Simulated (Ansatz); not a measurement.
LaBi2ClO4:
```xyz
8
Lattice="3.9429 0.0000 0.0000 0.0000 3.9429 0.0000 0.0000 0.0000 9.0843" Properties=species:S:1:pos:R:3 pbc="T T T"
La     0.0000     0.0000     0.0000
Bi     1.9715     1.9715     2.5864
Bi     1.9715     1.9715     6.4979
Cl     0.0000     0.0000     4.5422
O      0.0000     1.9715     1.5183
O      0.0000     1.9715     7.5660
O      1.9715     0.0000     1.5183
O      1.9715     0.0000     7.5660
```

Relaxed with r²SCAN+D4.

### Question
Map the electron localisation function on the plane through (0.000, 0.000, 0.000) spanned by u = [1, 0, 0] and v = [0, 0, 1] in lattice vectors, from plane-wave PAW r²SCAN+D4 (Ansatz code).

### Answer
x is the fraction of u, y of v (the angle between them is 90°; rows are the nearest grid lines); atoms in the plane: La at (0.00, 0.00), Cl at (0.00, 0.50), O at (0.50, 0.17), O at (0.50, 0.83).
```
y \ x   0.000  0.100  0.200  0.250  0.350  0.450  0.550  0.650  0.750  0.800  0.900   1.00
------  -----  -----  -----  -----  -----  -----  -----  -----  -----  -----  -----  -----
1.00    0.001  0.319  0.840  0.784  0.107  0.040  0.040  0.107  0.784  0.840  0.319  0.001
0.925   0.843  0.851  0.659  0.280  0.319  0.746  0.746  0.319  0.280  0.659  0.851  0.843
0.850   0.198  0.090  0.144  0.491  0.855  0.561  0.561  0.855  0.491  0.144  0.090  0.198
0.775   0.010  0.024  0.258  0.518  0.790  0.811  0.811  0.790  0.518  0.258  0.024  0.010
0.700   0.043  0.028  0.023  0.038  0.147  0.281  0.281  0.147  0.038  0.023  0.028  0.043
0.625   0.792  0.748  0.518  0.287  0.042  0.019  0.019  0.042  0.287  0.518  0.748  0.792
0.550   0.756  0.845  0.861  0.810  0.444  0.036  0.036  0.444  0.810  0.861  0.845  0.756
0.450   0.756  0.845  0.861  0.810  0.444  0.036  0.036  0.444  0.810  0.861  0.845  0.756
0.375   0.792  0.748  0.518  0.287  0.042  0.019  0.019  0.042  0.287  0.518  0.748  0.792
0.300   0.043  0.028  0.023  0.038  0.147  0.281  0.281  0.147  0.038  0.023  0.028  0.043
0.225   0.010  0.024  0.258  0.518  0.790  0.811  0.811  0.790  0.518  0.258  0.024  0.010
0.150   0.198  0.090  0.144  0.491  0.855  0.561  0.561  0.855  0.491  0.144  0.090  0.198
0.0750  0.843  0.851  0.659  0.280  0.319  0.746  0.746  0.319  0.280  0.659  0.851  0.843
0.000   0.001  0.319  0.840  0.784  0.107  0.040  0.040  0.107  0.784  0.840  0.319  0.001
```

The density is the valence pseudo-density with augmentation charge, so density and ELF within about 1 Å of a nucleus are not all-electron values.

Space group P4/mmm. The first step of the workflow began from a Materials Project structure, measured or hypothetical; the Crystallography Open Database copy checked does not list it. Its standing as an ambient phase is unchecked. The cell was relaxed with r²SCAN+D4 under the symmetry of its start; whether a distortion lowers the energy is not shown. Scalar-relativistic: spin–orbit coupling is off unless named, which matters more the heavier the elements.

Potentials: the later of the program's two PAW sets.
